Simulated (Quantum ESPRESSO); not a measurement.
# Planted mistakes on one cell of Hf2TiO4F4

The results below are calculated, not measured. They come from pw.x of Quantum ESPRESSO 7.5, a plane-wave density functional program, with PseudoDojo standard norm-conserving files (v0.5 for PBE, v0.4.1 for LDA and PBEsol). The cells are made up: elements, strain and atom displacements were drawn at random, and nothing was relaxed. There is no spin polarisation, spin-orbit coupling or dispersion term.

The hafnium file is less sure than the others, with forces about 3 percent (worst 6) and pressure in oxides about 1.5 GPa (worst 2.7) from a second method in checks, which no rerun with the same files tests.

The cell has 12 sites of a rutile lattice (two cells along c). Sites 1 to 4 hold Hf Hf Ti empty; sites 5 to 12 hold O O F O F F F O. Cell vectors in Å: (4.744, -0.055, -0.030); (-0.055, 4.743, -0.040); (-0.039, -0.052, 6.259). Settings: PBE, cutoff 1143 eV, 5 x 5 x 4 k mesh shifted by half a step, Fermi-Dirac smearing of 0.025 eV.

The intended run has a self-consistency threshold of 1e-07 eV, a smearing term of 0.000 eV, a pressure of 3.14 GPa and 18 iterations. Each further run changes one thing: all lengths scaled by 1.0156; atoms of sites 6 and 9 exchanged; cutoff 772 eV; files of LDA; k mesh 2 x 2 x 2; one electron removed; smearing 0.81 eV; threshold 0.3 eV. A coarse mesh keeps the shift, and a charged cell sits in a uniform background.

| run | change of free energy (eV) | smearing term -TS (eV) | change of P (GPa) | largest change of a force component (eV/Å) | iterations |
| --- | --- | --- | --- | --- | --- |
| A | 0.062 | 0.000 | -0.87 | 0.115 | 8 |
| B | -6.764 | -0.015 | -14.70 | 2.859 | 20 |
| C | 2.443 | 0.000 | -18.89 | 0.070 | 18 |
| D | 9.216 | 0.000 | -11.92 | 0.570 | 19 |
| E | -0.727 | 0.000 | -0.80 | 5.531 | 18 |
| F | 0.000 | 0.000 | -0.02 | 0.035 | 18 |
| G | 0.025 | 0.000 | -7.25 | 0.512 | 18 |
| H | -2.637 | -5.649 | 4.70 | 2.731 | 15 |

A rerun of the intended cell at 1437 eV and k mesh 7 x 7 x 6 moved values by no more than 0.004 eV in the cell's energy, 0.03 GPa in stress and 0.002 eV/Å in force.

Question: which change belongs to which run?

## Worked reading

Run A has the fewest iterations, as a run stopped early does. Run H has the largest smearing term, as wide smearing gives. Run C has a higher energy and the largest fall in pressure, as too small a basis gives. Run G changes the volume by a factor of 1.0475; minus its pressure change over the logarithm of that factor, 156 GPa, is a rough bulk modulus with clamped atoms. Energies from files of another functional, or of a charged cell, have another zero and say nothing on stability; the pressure of a charged cell rests on the program's zero of potential too.

## Key

| run | change |
| --- | --- |
| A | threshold 0.3 eV |
| B | one electron removed |
| C | cutoff 772 eV |
| D | files of LDA |
| E | atoms of sites 6 and 9 exchanged |
| F | k mesh 2 x 2 x 2 |
| G | all lengths scaled by 1.0156 |
| H | smearing 0.81 eV |